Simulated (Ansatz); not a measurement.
Relaxed-ion elastic tensor of NiSb (NiAs type, space group No. 194) in GPa (Voigt order), DFT-r²SCAN in the program Ansatz with PAW potentials; density 8.74 g/cm³, 17.13 Å³ per atom.

```json
[
 {"": "1", "1": "196", "2": "99.8", "3": "82.4", "4": "0.0", "5": "0.0", "6": "0.0"},
 {"": "2", "1": "99.8", "2": "196", "3": "82.4", "4": "0.0", "5": "0.0", "6": "0.0"},
 {"": "3", "1": "82.4", "2": "82.4", "3": "194", "4": "0.0", "5": "0.0", "6": "0.0"},
 {"": "4", "1": "0.0", "2": "0.0", "3": "0.0", "4": "67.8", "5": "0.0", "6": "0.0"},
 {"": "5", "1": "0.0", "2": "0.0", "3": "0.0", "4": "0.0", "5": "67.8", "6": "0.0"},
 {"": "6", "1": "0.0", "2": "0.0", "3": "0.0", "4": "0.0", "5": "0.0", "6": "48.3"}
]
```

Problem. Is the crystal mechanically stable?

Solution. Yes: the smallest eigenvalue of C is 48.3 GPa.

Problem. Work out the Voigt, Reuss and Hill averages.

Solution. K_V = 124, K_R = 124, K_H = 124; G_V = 58.2, G_R = 56.9, G_H = 57.5 GPa.

Problem. Give Young's modulus, Poisson's ratio, Pugh's ratio and the universal anisotropy index.

Solution. E = 9KG/(3K + G) = 149 GPa; ν = 0.30; K/G = 2.15 (ductile by the Pugh limit of 1.75); A_U = 5G_V/G_R + K_V/K_R − 6 = 0.12.

Problem. Estimate the sound speeds and the Debye temperature.

Solution. v_l = √((K + 4G/3)/ρ) = 4790 m/s, v_t = √(G/ρ) = 2570 m/s, mean 2870 m/s; Θ = (h/k)(3n/4πV)^(1/3) v_m = 331 K.

Problem. Solve the Christoffel equation for the three sound speeds along x, y, z.

Solution. Eigenvalues of C_ijkl n_j n_l equal ρv². In km/s, slowest first: x 2.35, 2.78, 4.74; y 2.35, 2.78, 4.74; z 2.78, 2.78, 4.71.

Problem. How much does each axis shrink under pressure?

Solution. Linear compressibilities β_i = Σ_j S_ij (j = 1 to 3): x 2.5, y 2.5, z 3.0 per TPa.

Space group P6_3/mmc (NiAs type). The cell was relaxed with r²SCAN under the symmetry of its start; of distortions, only those at the zone centre were tested. The workflow began spin-polarised and lost its moments. As this level gives no gap, shear constants depend on the k-mesh and smearing (Fermi–Dirac, 0.1 eV here). Scalar-relativistic: spin–orbit coupling is off unless named, which matters more the heavier the elements.

Potentials: the later of the program's two PAW sets.
